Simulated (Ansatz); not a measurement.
TlBr:
```
TlBr
1.0
    3.97983     0.00000     0.00000
    0.00000     3.97983     0.00000
    0.00000     0.00000     3.97983
Tl Br
1 1
Direct
  0.00000   0.00000   0.00000
  0.50000   0.50000   0.50000
```

x, y and z are the axes in which the lattice vectors are written.

Task: Give the high-frequency dielectric tensor and the Born effective charge tensors of the independent atoms from DFPT, DFT-PBE+D3(BJ) in the program Ansatz with PAW potentials.

Result: 
ε∞:
```
6.04  0.00  0.00
0.00  6.04  0.00
0.00  0.00  6.04
```
Z* of atom 1 (Tl), rows: field, columns: displacement, in e:
```
2.11  0.00  0.00
0.00  2.11  0.00
0.00  0.00  2.11
```
Z* of atom 2 (Br), rows: field, columns: displacement, in e:
```
-2.11   0.00   0.00
 0.00  -2.11   0.00
 0.00   0.00  -2.11
```

Static charges for comparison (Bader): Tl1 +0.65, Br2 -0.65 e. Born charges measure polarisation by displacement and can exceed these by far.

Space group Pm-3m (CsCl type). Symmetry was held in the PBE+D3(BJ) relaxation; phonons on a q-mesh show no instability. Spin–orbit coupling is left out wherever it is not named.

Potentials: the later of the program's two PAW sets.
